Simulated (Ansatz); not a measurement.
**Question.** Name crystals whose computed values (the program Ansatz at the PBEsol level (PAW)) fall in these windows: highest Γ mode, no LO–TO term (cm⁻¹) 510 to 640; B₀ by P(V) fit (GPa) 120 to 160.

**Answer.** 

| crystal | highest Γ mode, no LO–TO term (cm⁻¹) | B₀ by P(V) fit (GPa) |
|---|---|---|
| BaNbO2F, P4/mmm (Ba on 1d, Nb on 1a, O on 2f, F on 1b) | 557 | 142 |
| Ti2SnC, P6_3/mmc (Ti on 4f, Sn on 2d, C on 2a) | 630 | 147 |
| MgIn2O4, spinel | 578 | 141 |
| Zr2TlC, P6_3/mmc (Zr on 4f, Tl on 2c, C on 2a) | 582 | 127 |
| Zr2PbC, P6_3/mmc (Zr on 4f, Pb on 2d, C on 2a) | 572 | 126 |
Others may fit too.

Built on a structure type that need not be the filed one of that space group: MgIn2O4, spinel. Typed or built starts, not in the databases checked: BaNbO2F, P4/mmm (Ba on 1d, Nb on 1a, O on 2f, F on 1b). Standing as an ambient phase not checked: Ti2SnC, P6_3/mmc (Ti on 4f, Sn on 2d, C on 2a); MgIn2O4, spinel; Zr2TlC, P6_3/mmc (Zr on 4f, Tl on 2c, C on 2a); Zr2PbC, P6_3/mmc (Zr on 4f, Pb on 2d, C on 2a). Began spin-polarised and lost the moments: BaNbO2F, P4/mmm (Ba on 1d, Nb on 1a, O on 2f, F on 1b). All cells were relaxed under the symmetry of their starts (and spin orders); stability against distortions was not tested throughout. Named crystals with no word on spin ran without spin polarisation. Scalar-relativistic: spin–orbit coupling is off unless named, which matters more the heavier the elements.

Potentials: the earlier of the program's two PAW sets. The files were generated under PBE; for other functionals the program regenerates the frozen cores, and for LDA and PBEsol the local potential too.
